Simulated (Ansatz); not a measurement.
TaF$_{3}$ (ReO3 type, space group No. 221) at seven volumes, DFT-LDA in the program Ansatz with PAW potentials, scaled uniformly. One row is withheld.

```tsv
V (Å³/atom)	P (GPa)
14.904	14.85
15.395	9.05
15.886	4.16
16.378	0.00
16.869	-3.48
17.360	-6.43
17.852	?
```

### Question
Fit the shown pressures and predict the withheld one.

### Answer
P = (3/2)B₀(x^(7/2) − x^(5/2))[1 + (3/4)(B′ − 4)(x − 1)] with x = (V₀/V)^(2/3). Least squares on the six rows gives V₀ = 16.379 Å³/atom, B₀ = 126 GPa, B′ = 4.61. At V = 17.852, x = 0.9442 and P = -8.90 GPa. The run itself gave -8.96 GPa.

Space group Pm-3m (ReO3 type). The workflow started from an entry of the Crystallography Open Database (COD). Whether it is the stable phase at ambient conditions was not checked. Symmetry was held in the LDA relaxation. At this level the phase is mechanically unstable. The run is not spin-polarised. Scalar-relativistic: spin–orbit coupling is off unless named, which matters more the heavier the elements.

Potentials: the later of the program's two PAW sets.
